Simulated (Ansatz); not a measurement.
HgC4F6: relaxation (Ansatz)

Launch command:

```bash
ansatz run input.yaml --threads 2 --pin off --max-ram 2560MiB --backend cpu --events-out ev --progress --plain --runs-dir out
```

input.yaml:

```yaml
crystal:
  lattice:
    - [4.964773, 0.0, 0.0]
    - [-1.694464, 5.487486, 0.0]
    - [-2.119165, -2.340776, 5.572967]
  atoms:
    - { symbol: Hg, position: [0.0, 0.0, 0.0] }
    - { symbol: C, position: [0.211, 0.131, 0.8091] }
    - { symbol: C, position: [0.789, 0.869, 0.1909] }
    - { symbol: F, position: [0.3881, 0.0127, 0.7443] }
    - { symbol: F, position: [0.6119, 0.9873, 0.2557] }
    - { symbol: C, position: [0.192, 0.324, 0.7372] }
    - { symbol: C, position: [0.808, 0.676, 0.2628] }
    - { symbol: F, position: [0.3306, 0.4104, 0.617] }
    - { symbol: F, position: [0.6694, 0.5896, 0.383] }
    - { symbol: F, position: [0.028, 0.4587, 0.7829] }
    - { symbol: F, position: [0.972, 0.5413, 0.2171] }
kpoints:
  mp_grid: { grid: [4, 4, 3], shift: [0.0, 0.0, 0.0] }
magnetization:
  spin_polarized: false
scf:
  occupations: { method: fermi_dirac }
  lower_state_search: "off"
hamiltonian:
  pseudopotentials: { kind: paw }
  xc: r2scan
basis:
  ecutwfc: 500
  fft_grid_basis: typed
relax:
  max_steps: 60
  cell: { p_target: 0.0 }
  f_tol: 0.03
output:
  forces: true
  stress: true
  eigenvalues: true
  bader: false
  populations: true
  elf: true
  write_potential: true
  volumetric_format: npy
  dos:
    e_range: [-12, 8]
    de: 0.05
    projected: { site_lists: { C: [C], F: [F], Hg: [Hg] } }
  write_density: true
checkpoint:
  read: saved_state
```

Origin of the cell: a database entry, scaled a little.

The smearing width isn't typed, so it takes its default of 0.1 eV.

The saved state is a converged single point of the same cell.

Steps («new basis» is an SCF on plane waves selected anew at the same cell):

| step | ΔF (meV/atom) | max force component (eV/Å) | P (GPa) | volume (Å³) | SCF iterations | step was |
| --- | --- | --- | --- | --- | --- | --- |
| 1 | 0.0 | 0.910 | 4.04 | 151.83 | 6 | accepted |
| 2 | -10.7 | 0.423 | 0.85 | 158.65 | 7 | accepted |
| 3 | -11.5 | 0.200 | -0.04 | 161.11 | 7 | accepted |
| 4 | -11.8 | 0.038 | -0.12 | 161.53 | 6 | accepted |
| 5 | -11.8 | 0.017 | -0.03 | 161.49 | 6 | accepted |
| 6 | -11.9 | 0.015 | 0.04 | 161.45 | 7 | accepted |
| 7 | -11.9 | 0.027 | 0.03 | 161.42 | 7 | accepted |
| 8 | -11.9 | 0.024 | 0.01 | 161.35 | 7 | accepted |
| 9 | -12.0 | 0.013 | -0.01 | 161.30 | 8 | accepted |
| 10 | -12.0 | 0.009 | -0.02 | 161.26 | 8 | accepted |
| 11 | -12.0 | 0.009 | -0.02 | 161.24 | 7 | accepted |
| 12 | -12.0 | 0.006 | 0.00 | 161.26 | 7 | accepted |
| 13 | -12.6 | 0.007 | -0.02 | 161.26 | 7 | new basis |

Step 1, with forces in eV/Å:

```xyz
11
Lattice="4.965 0.000 0.000 -1.694 5.487 0.000 -2.119 -2.341 5.573" Properties=species:S:1:pos:R:3:forces:R:3 pbc="T T T" step=1
Hg    0.000    0.000    0.000    0.000    0.000    0.000
C    -0.889   -1.175    4.509    0.160    0.014   -0.102
C     2.040    4.322    1.064   -0.160   -0.014    0.102
F     0.328   -1.673    4.148    0.203    0.045   -0.122
F     0.823    4.819    1.425   -0.203   -0.045    0.122
C    -1.158    0.052    4.108   -0.647   -0.114    0.432
C     2.309    3.094    1.465    0.647    0.114   -0.432
F    -0.362    0.808    3.439    0.905    0.910   -0.826
F     1.513    2.339    2.134   -0.905   -0.910    0.826
F    -2.297    0.685    4.363    0.037   -0.204    0.041
F     3.448    2.462    1.210   -0.037    0.204   -0.041
```

Step 2, with forces in eV/Å:

```xyz
11
Lattice="5.022 0.003 -0.009 -1.711 5.553 -0.008 -2.155 -2.382 5.696" Properties=species:S:1:pos:R:3:forces:R:3 pbc="T T T" step=2
Hg    0.000    0.000    0.000    0.000    0.000    0.000
C    -0.895   -1.182    4.606   -0.064   -0.077    0.063
C     2.051    4.357    1.073    0.064    0.077   -0.063
F     0.321   -1.682    4.234    0.057   -0.015    0.003
F     0.836    4.857    1.446   -0.057    0.015   -0.003
C    -1.147    0.056    4.203   -0.423   -0.181    0.147
C     2.303    3.119    1.477    0.423    0.181   -0.147
F    -0.345    0.807    3.502    0.398    0.363   -0.305
F     1.501    2.368    2.177   -0.398   -0.363    0.305
F    -2.288    0.684    4.446    0.063   -0.075    0.068
F     3.444    2.491    1.233   -0.063    0.075   -0.068
```

Step 3, with forces in eV/Å:

```xyz
11
Lattice="5.031 0.018 -0.018 -1.698 5.576 -0.013 -2.176 -2.407 5.753" Properties=species:S:1:pos:R:3:forces:R:3 pbc="T T T" step=3
Hg    0.000    0.000    0.000    0.000    0.000    0.000
C    -0.912   -1.213    4.650   -0.007    0.005   -0.010
C     2.070    4.399    1.072    0.007   -0.005    0.010
F     0.307   -1.716    4.289   -0.023   -0.028   -0.016
F     0.850    4.902    1.433    0.023    0.028    0.016
C    -1.160    0.024    4.235   -0.040    0.056    0.200
C     2.317    3.162    1.488    0.040   -0.056   -0.200
F    -0.338    0.789    3.548    0.027    0.006   -0.074
F     1.496    2.397    2.174   -0.027   -0.006    0.074
F    -2.282    0.668    4.513    0.020   -0.058   -0.066
F     3.440    2.517    1.209   -0.020    0.058    0.066
```

Step 4, with forces in eV/Å:

```xyz
11
Lattice="5.029 0.020 -0.026 -1.694 5.572 -0.017 -2.185 -2.414 5.781" Properties=species:S:1:pos:R:3:forces:R:3 pbc="T T T" step=4
Hg    0.000    0.000    0.000    0.000    0.000    0.000
C    -0.920   -1.221    4.682    0.018    0.018   -0.028
C     2.069    4.398    1.055   -0.018   -0.018    0.028
F     0.293   -1.732    4.309   -0.015   -0.008    0.006
F     0.856    4.909    1.428    0.015    0.008   -0.006
C    -1.162    0.020    4.273   -0.023    0.017   -0.026
C     2.312    3.157    1.464    0.023   -0.017    0.026
F    -0.347    0.776    3.565   -0.023   -0.037    0.038
F     1.496    2.401    2.172    0.023    0.037   -0.038
F    -2.291    0.658    4.535    0.028   -0.006   -0.002
F     3.440    2.519    1.202   -0.028    0.006    0.002
```

Step 5, with forces in eV/Å:

```xyz
11
Lattice="5.028 0.021 -0.030 -1.692 5.569 -0.018 -2.190 -2.416 5.786" Properties=species:S:1:pos:R:3:forces:R:3 pbc="T T T" step=5
Hg    0.000    0.000    0.000    0.000    0.000    0.000
C    -0.927   -1.226    4.681    0.010    0.005   -0.017
C     2.072    4.400    1.056   -0.010   -0.005    0.017
F     0.284   -1.739    4.308   -0.006   -0.006    0.004
F     0.861    4.913    1.430    0.006    0.006   -0.004
C    -1.169    0.014    4.272   -0.012    0.010   -0.005
C     2.314    3.160    1.466    0.012   -0.010    0.005
F    -0.352    0.769    3.565   -0.004   -0.015    0.011
F     1.498    2.405    2.173    0.004    0.015   -0.011
F    -2.295    0.654    4.536    0.007    0.000    0.002
F     3.441    2.520    1.202   -0.007    0.000   -0.002
```

Step 7, with forces in eV/Å:

```xyz
11
Lattice="5.017 0.022 -0.053 -1.688 5.547 -0.023 -2.212 -2.421 5.834" Properties=species:S:1:pos:R:3:forces:R:3 pbc="T T T" step=7
Hg    0.000    0.000    0.000    0.000    0.000    0.000
C    -0.954   -1.243    4.710   -0.011   -0.014    0.009
C     2.071    4.391    1.047    0.011    0.014   -0.009
F     0.250   -1.767    4.329    0.004    0.007   -0.003
F     0.867    4.915    1.428   -0.004   -0.007    0.003
C    -1.191   -0.002    4.303    0.027   -0.009    0.001
C     2.308    3.150    1.454   -0.027    0.009   -0.001
F    -0.372    0.748    3.593    0.001    0.010   -0.009
F     1.489    2.400    2.164   -0.001   -0.010    0.009
F    -2.310    0.646    4.574   -0.018    0.009    0.005
F     3.428    2.502    1.183    0.018   -0.009   -0.005
```

Step 8, with forces in eV/Å:

```xyz
11
Lattice="5.011 0.018 -0.064 -1.691 5.536 -0.025 -2.219 -2.419 5.859" Properties=species:S:1:pos:R:3:forces:R:3 pbc="T T T" step=8
Hg    0.000    0.000    0.000    0.000    0.000    0.000
C    -0.964   -1.246    4.727   -0.013   -0.012    0.011
C     2.065    4.381    1.042    0.013    0.012   -0.011
F     0.237   -1.772    4.342    0.003    0.007   -0.003
F     0.863    4.907    1.428   -0.003   -0.007    0.003
C    -1.199   -0.004    4.321    0.024   -0.007   -0.004
C     2.300    3.138    1.448   -0.024    0.007    0.004
F    -0.381    0.744    3.608   -0.005    0.009   -0.004
F     1.482    2.391    2.162    0.005   -0.009    0.004
F    -2.316    0.647    4.598   -0.009    0.003    0.002
F     3.417    2.487    1.172    0.009   -0.003   -0.002
```

Step 13, with forces in eV/Å:

```xyz
11
Lattice="4.992 -0.008 -0.083 -1.712 5.528 -0.023 -2.220 -2.406 5.905" Properties=species:S:1:pos:R:3:forces:R:3 pbc="T T T" step=13
Hg    0.000    0.000    0.000    0.000    0.000    0.000
C    -0.975   -1.234    4.761    0.002    0.004   -0.006
C     2.035    4.349    1.038   -0.002   -0.004    0.006
F     0.228   -1.753    4.372   -0.001   -0.001    0.001
F     0.832    4.868    1.427    0.001    0.001   -0.001
C    -1.222    0.005    4.352   -0.007   -0.001    0.000
C     2.281    3.110    1.448    0.007    0.001    0.000
F    -0.415    0.757    3.631    0.002   -0.001    0.000
F     1.475    2.357    2.168   -0.002    0.001    0.000
F    -2.342    0.648    4.633    0.003   -0.001    0.001
F     3.402    2.467    1.166   -0.003    0.001   -0.001
```

- Free energy lowered by: 12.6 meV/atom
- Volume change: 6.21 %
- Final pressure: -0.02 GPa
- Relaxation steps listed: 13

Caveats: no spin-orbit coupling, though heavy elements are present; the relaxation held the start's symmetry, so the end may be a saddle point.

It ran for 3.3 min on 2 threads of Arm Neoverse V2 (shared host), peak memory 0.95 GiB, from a saved density.
